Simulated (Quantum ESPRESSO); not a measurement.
# NbHf2O5F3: finding a planted mistake in a log

A calculation, not a measurement. The program is pw.x of Quantum ESPRESSO 7.5 (plane-wave density functional theory). The cell is made up: 11 atoms on a rutile lattice with one site empty, with randomly drawn elements, strain and displacements, not relaxed. PseudoDojo standard norm-conserving files (v0.5 for PBE, v0.4.1 for LDA and PBEsol) set the functional; there is no spin polarisation, spin-orbit coupling or dispersion term, and the masses in the input are unused placeholders.

The hafnium pseudopotential is less sure than the others, with forces about 3 percent (worst 6) and pressure in oxides about 1.5 GPa (worst 2.7) from a second method in checks, which no rerun with the same files tests.

Intended input:

```
&control calculation='scf', pseudo_dir='./dojo.nc.sr.pbe.v0_5.standard.upf', outdir='./o', disk_io='medium', tprnfor=.true., tstress=.true. /
&system ibrav=0, nat=11, ntyp=4, nbnd=50, ecutwfc=84.00895049, nosym=.true., tot_charge=0,
 occupations='smearing', smearing='fd', degauss=0.0018374661
/
&electrons conv_thr=7.350e-09, electron_maxstep=60, /
ATOMIC_SPECIES
F 1.0 F.upf
Hf 1.0 Hf.upf
Nb 1.0 Nb.upf
O 1.0 O.upf
CELL_PARAMETERS angstrom
4.7866 0.0 0.0
0.0 4.7866 0.0
0.0 0.0 6.3297
ATOMIC_POSITIONS angstrom
Nb 0.0172 0.0394 0.0012
Hf 2.3668 2.4623 1.5891
Hf 0.0096 -0.006 3.1237
O 1.5258 1.4634 0.0135
O 3.2696 3.3591 -0.0422
O 3.8511 1.008 1.5658
F 0.9549 3.9468 1.5332
F 1.4461 1.3407 3.2193
F 3.3388 3.3015 3.139
O 3.8466 0.9073 4.7693
O 0.9199 3.849 4.7576
K_POINTS automatic
5 5 4 1 1 1
```

The log is shortened where brackets say so; the opening notice, blank lines, dates and the lines on written files are dropped, and the path of the files is cut. It prints rydbergs, bohrs and kilobars, and counts compression as positive stress. Where no state is partly filled, the Fermi energy that it prints is only some level between the filled and the empty states on the mesh, and need not lie in the true gap.

Log of the intended run:

```
     Program PWSCF v.7.5
     Parallel version (MPI & OpenMP), running on       1 processor cores
     Number of MPI processes:                 1
     Threads/MPI process:                     1
     [start-up lines left out]
     bravais-lattice index     =            0
     lattice parameter (alat)  =       9.0454  a.u.
     unit-cell volume          =     978.6649 (a.u.)^3
     number of atoms/cell      =           11
     number of atomic types    =            4
     number of electrons       =        88.00
     number of Kohn-Sham states=           50
     kinetic-energy cutoff     =      84.0090  Ry
     charge density cutoff     =     336.0358  Ry
     scf convergence threshold =      7.3E-09
     mixing beta               =       0.7000
     number of iterations used =            8  plain     mixing
     Exchange-correlation= PBE
                           (   1   4   3   4   0   0   0)
     [axes and pseudopotential details left out]
   Cartesian axes
     site n.     atom                  positions (alat units)
         1        Nb     tau(   1) = (   0.0035934   0.0082313   0.0002507  )
         2        Hf     tau(   2) = (   0.4944637   0.5144152   0.3319893  )
         3        Hf     tau(   3) = (   0.0020056  -0.0012535   0.6525927  )
         4        O      tau(   4) = (   0.3187649   0.3057285   0.0028204  )
         5        O      tau(   5) = (   0.6830736   0.7017716  -0.0088163  )
         6        O      tau(   6) = (   0.8045586   0.2105879   0.3271215  )
         7        F      tau(   7) = (   0.1994944   0.8245519   0.3203109  )
         8        F      tau(   8) = (   0.3021142   0.2800944   0.6725651  )
         9        F      tau(   9) = (   0.6975306   0.6897380   0.6557891  )
        10        O      tau(  10) = (   0.8036184   0.1895500   0.9963857  )
        11        O      tau(  11) = (   0.1921823   0.8041198   0.9939414  )
     number of k points=    50  Fermi-Dirac smearing, width (Ry)=  0.0018
                       cart. coord. in units 2pi/alat
        k(    1) = (   0.1000000   0.1000000   0.0945266), wk =   0.0400000
        k(    2) = (   0.1000000   0.1000000   0.2835798), wk =   0.0400000
     [further k points left out]
     Dense  grid:   101813 G-vectors     FFT dimensions: (  54,  54,  72)
     Estimated max dynamical RAM per process >     165.46 MB
     Initial potential from superposition of free atoms
     starting charge      87.9939, renormalised to      88.0000
     Starting wfcs are   62 randomized atomic wfcs
     total cpu time spent up to now is       30.3 secs
     per-process dynamical memory:    98.0 Mb
     Self-consistent Calculation
     iteration #  1     ecut=    84.01 Ry     beta= 0.70
     Davidson diagonalization with overlap
     ethr =  1.00E-02,  avg # of iterations =  2.0
     total cpu time spent up to now is       86.0 secs
     total energy              =    -661.45476499 Ry
     estimated scf accuracy    <       5.42639051 Ry
     iteration #  2     ecut=    84.01 Ry     beta= 0.70
     Davidson diagonalization with overlap
     ethr =  6.17E-03,  avg # of iterations =  6.5
     total cpu time spent up to now is      177.0 secs
     total energy              =    -655.47840067 Ry
     estimated scf accuracy    <      62.08922894 Ry
     [iterations 3 to 15 left out]
     iteration # 16     ecut=    84.01 Ry     beta= 0.70
     Davidson diagonalization with overlap
     ethr =  1.81E-10,  avg # of iterations =  2.2
     total cpu time spent up to now is     1066.5 secs
     total energy              =    -664.45563984 Ry
     estimated scf accuracy    <       0.00000001 Ry
     iteration # 17     ecut=    84.01 Ry     beta= 0.70
     Davidson diagonalization with overlap
     ethr =  1.18E-11,  avg # of iterations =  5.1
     total cpu time spent up to now is     1133.9 secs
     End of self-consistent calculation
     [lines on levels left out]
     the Fermi energy is     9.0290 ev
!    total energy              =    -664.45563984 Ry
     estimated scf accuracy    <          3.6E-09 Ry
     smearing contrib. (-TS)   =      -0.00000000 Ry
     internal energy E=F+TS    =    -664.45563984 Ry
     The total energy is F=E-TS. E is the sum of the following terms:
     one-electron contribution =    -238.11332437 Ry
     hartree contribution      =     161.48211402 Ry
     xc contribution           =    -157.90981808 Ry
     ewald contribution        =    -429.91461141 Ry
     convergence has been achieved in  17 iterations
     Forces acting on atoms (cartesian axes, Ry/au):
     atom    1 type  3   force =    -0.09176055    0.08042622   -0.43796309
     atom    2 type  2   force =     0.08899368   -0.11411976   -0.23498211
     atom    3 type  2   force =    -0.09131471    0.05037868    0.34601834
     atom    4 type  4   force =    -0.08271963   -0.05747049    0.11767759
     atom    5 type  4   force =     0.05920917    0.05258877    0.15226181
     atom    6 type  4   force =     0.00974024   -0.01269855    0.03176009
     atom    7 type  1   force =     0.04202848   -0.05031628    0.04099450
     atom    8 type  1   force =     0.02620773    0.03368436   -0.03833441
     atom    9 type  1   force =     0.01711168    0.02084215    0.00616315
     atom   10 type  4   force =     0.07845995   -0.05958173    0.01114992
     atom   11 type  4   force =    -0.05595604    0.05626663    0.00525420
     Total force =     0.703113     Total SCF correction =     0.000166
     Computing stress (Cartesian axis) and pressure
          total   stress  (Ry/bohr**3)                   (kbar)     P=      -12.70
   0.00023129  -0.00038253   0.00013924           34.02      -56.27       20.48
  -0.00038253   0.00027175  -0.00002071          -56.27       39.98       -3.05
   0.00013924  -0.00002071  -0.00076205           20.48       -3.05     -112.10
     init_run     :     26.80s CPU     30.11s WALL (       1 calls)
     electrons    :   1045.01s CPU   1103.70s WALL (       1 calls)
     forces       :     11.13s CPU     11.25s WALL (       1 calls)
     stress       :     40.76s CPU     42.39s WALL (       1 calls)
     [timing details left out]
     PWSCF        :  18m44.03s CPU  19m50.15s WALL
     JOB DONE.
```

A second run was made from an input with one planted mistake. Its log:

```
     Program PWSCF v.7.5
     Parallel version (MPI & OpenMP), running on       1 processor cores
     Number of MPI processes:                 1
     Threads/MPI process:                     1
     [start-up lines left out]
     bravais-lattice index     =            0
     lattice parameter (alat)  =       9.0454  a.u.
     unit-cell volume          =     978.6649 (a.u.)^3
     number of atoms/cell      =           11
     number of atomic types    =            4
     number of electrons       =        88.00
     number of Kohn-Sham states=           68
     kinetic-energy cutoff     =      84.0090  Ry
     charge density cutoff     =     336.0358  Ry
     scf convergence threshold =      7.3E-09
     mixing beta               =       0.7000
     number of iterations used =            8  plain     mixing
     Exchange-correlation= PBE
                           (   1   4   3   4   0   0   0)
     [axes and pseudopotential details left out]
   Cartesian axes
     site n.     atom                  positions (alat units)
         1        Nb     tau(   1) = (   0.0035934   0.0082313   0.0002507  )
         2        Hf     tau(   2) = (   0.4944637   0.5144152   0.3319893  )
         3        Hf     tau(   3) = (   0.0020056  -0.0012535   0.6525927  )
         4        O      tau(   4) = (   0.3187649   0.3057285   0.0028204  )
         5        O      tau(   5) = (   0.6830736   0.7017716  -0.0088163  )
         6        O      tau(   6) = (   0.8045586   0.2105879   0.3271215  )
         7        F      tau(   7) = (   0.1994944   0.8245519   0.3203109  )
         8        F      tau(   8) = (   0.3021142   0.2800944   0.6725651  )
         9        F      tau(   9) = (   0.6975306   0.6897380   0.6557891  )
        10        O      tau(  10) = (   0.8036184   0.1895500   0.9963857  )
        11        O      tau(  11) = (   0.1921823   0.8041198   0.9939414  )
     number of k points=    50  Fermi-Dirac smearing, width (Ry)=  0.0448
                       cart. coord. in units 2pi/alat
        k(    1) = (   0.1000000   0.1000000   0.0945266), wk =   0.0400000
        k(    2) = (   0.1000000   0.1000000   0.2835798), wk =   0.0400000
     [further k points left out]
     Dense  grid:   101813 G-vectors     FFT dimensions: (  54,  54,  72)
     Estimated max dynamical RAM per process >     183.37 MB
     Initial potential from superposition of free atoms
     starting charge      87.9939, renormalised to      88.0000
     Starting wfcs are   62 randomized atomic wfcs +    6 random wfcs
     total cpu time spent up to now is       26.6 secs
     per-process dynamical memory:   101.7 Mb
     Self-consistent Calculation
     iteration #  1     ecut=    84.01 Ry     beta= 0.70
     Davidson diagonalization with overlap
     ethr =  1.00E-02,  avg # of iterations =  7.0
     total cpu time spent up to now is      113.4 secs
     total energy              =    -661.62677801 Ry
     estimated scf accuracy    <       5.23199646 Ry
     iteration #  2     ecut=    84.01 Ry     beta= 0.70
     Davidson diagonalization with overlap
     ethr =  5.95E-03,  avg # of iterations =  3.4
     total cpu time spent up to now is      201.2 secs
     total energy              =    -656.13030787 Ry
     estimated scf accuracy    <      58.55399198 Ry
     [iterations 3 to 14 left out]
     iteration # 15     ecut=    84.01 Ry     beta= 0.70
     Davidson diagonalization with overlap
     ethr =  1.65E-10,  avg # of iterations =  2.0
     total cpu time spent up to now is     1139.9 secs
     total energy              =    -664.50996449 Ry
     estimated scf accuracy    <       0.00000002 Ry
     iteration # 16     ecut=    84.01 Ry     beta= 0.70
     Davidson diagonalization with overlap
     ethr =  2.02E-11,  avg # of iterations =  2.0
     total cpu time spent up to now is     1219.2 secs
     End of self-consistent calculation
     [lines on levels left out]
     the Fermi energy is     8.8525 ev
!    total energy              =    -664.50996449 Ry
     estimated scf accuracy    <          3.5E-09 Ry
     smearing contrib. (-TS)   =      -0.19157312 Ry
     internal energy E=F+TS    =    -664.31839137 Ry
     The total energy is F=E-TS. E is the sum of the following terms:
     one-electron contribution =    -238.23952348 Ry
     hartree contribution      =     161.76391170 Ry
     xc contribution           =    -157.92816819 Ry
     ewald contribution        =    -429.91461141 Ry
     convergence has been achieved in  16 iterations
     Forces acting on atoms (cartesian axes, Ry/au):
     atom    1 type  3   force =    -0.08502764    0.07676775   -0.36228001
     atom    2 type  2   force =     0.08408379   -0.11397762   -0.21191495
     atom    3 type  2   force =    -0.09112952    0.04934679    0.30392140
     atom    4 type  4   force =    -0.07098849   -0.04732997    0.10285426
     atom    5 type  4   force =     0.04885930    0.04458680    0.13128749
     atom    6 type  4   force =     0.00295287   -0.00498727    0.03264501
     atom    7 type  1   force =     0.04686920   -0.05216703    0.03914631
     atom    8 type  1   force =     0.02723903    0.03406395   -0.03644516
     atom    9 type  1   force =     0.01667415    0.02044965    0.00799115
     atom   10 type  4   force =     0.06712158   -0.05200974   -0.00258496
     atom   11 type  4   force =    -0.04665427    0.04525669   -0.00462054
     Total force =     0.612307     Total SCF correction =     0.000083
     Computing stress (Cartesian axis) and pressure
          total   stress  (Ry/bohr**3)                   (kbar)     P=       13.09
   0.00035271  -0.00033492   0.00014271           51.89      -49.27       20.99
  -0.00033492   0.00037772  -0.00000890          -49.27       55.56       -1.31
   0.00014271  -0.00000890  -0.00046347           20.99       -1.31      -68.18
     init_run     :     22.85s CPU     26.47s WALL (       1 calls)
     electrons    :   1115.95s CPU   1192.59s WALL (       1 calls)
     forces       :     14.74s CPU     14.93s WALL (       1 calls)
     stress       :     50.31s CPU     52.13s WALL (       1 calls)
     [timing details left out]
     PWSCF        :  20m 4.32s CPU  21m27.11s WALL
     JOB DONE.
```

Question: what was wrong in the second input?

Answer: the smearing is too wide. The input lines that differ, file-writing options aside:

```
- &system ibrav=0, nat=11, ntyp=4, nbnd=50, ecutwfc=84.00895049, nosym=.true., tot_charge=0,
+ &system ibrav=0, nat=11, ntyp=4, nbnd=68, ecutwfc=84.00895049, nosym=.true., tot_charge=0,
-  occupations='smearing', smearing='fd', degauss=0.0018374661
+  occupations='smearing', smearing='fd', degauss=0.0448341731
```

```
                                            intended run  run with the mistake
                          free energy (eV)     -9040.380             -9041.119
                    smearing term -TS (eV)        0.0000               -2.6065
                            pressure (GPa)         -1.27                  1.31
            largest force component (eV/Å)        11.260                 9.315
largest change of a force component (eV/Å)                               1.946
                                iterations            17                    16
```

For scale, a rerun of the intended cell at 1467 eV and a 7 x 7 x 6 mesh moved values by no more than 0.004 eV in energy, 0.03 GPa in stress and 0.002 eV/Å in force. The number of bands, nbnd, was set by rule from the electron count and the smearing, so it follows the mistake.